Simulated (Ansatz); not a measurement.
PbO$_{2}$:
```cif
data_O4Pb2
_chemical_formula_sum 'Pb2 O4'
_space_group_name_H-M_alt 'P42/mnm'
_space_group_IT_number 136
_space_group_name_Hall '-P 4n 2n'
_cell_length_a 4.93646
_cell_length_b 4.93646
_cell_length_c 3.38900
_cell_angle_alpha 90.000
_cell_angle_beta 90.000
_cell_angle_gamma 90.000
loop_
_atom_site_label
_atom_site_type_symbol
_atom_site_symmetry_multiplicity
_atom_site_Wyckoff_symbol
_atom_site_fract_x
_atom_site_fract_y
_atom_site_fract_z
_atom_site_occupancy
Pb1 Pb 2 a 0.00000 0.00000 0.00000 1
O1 O 4 f 0.30740 0.30740 0.00000 1
```

Relaxed at zero pressure with plane-wave PAW LDA (Ansatz code).

**Question.** The volume is lowered by 3 % and shape and atoms relax at that volume. What pressure results, and how do the axes share the change?

**Answer.** 4.8 GPa; a -1.4 %, b -1.4 %, c -0.2 %; the energy rises by 6 meV/atom.

**Question.** Give the new structure.

**Answer.** 
Space group P4₂/mnm (No. 136); a = b = 4.8664 Å, c = 3.3826 Å, α = β = γ = 90.00°

```
atom  site  symmetry       x       y       z
----  ----  --------  ------  ------  ------
Pb      2a      m.mm  0.0000  0.0000  0.0000
O       4f      m.2m  0.3071  0.3071  0.0000
```

The phase is kept; no other phase was compared at this pressure.

Space group P4_2/mnm (rutile). The cell keeps a stress of up to 0.2 GPa. Symmetry was held in the LDA relaxation; of distortions, only those at the zone centre were tested, and some modes there are weakly imaginary. Scalar-relativistic: spin–orbit coupling is off unless named, which matters more the heavier the elements.

Potentials: the later of the program's two PAW sets.
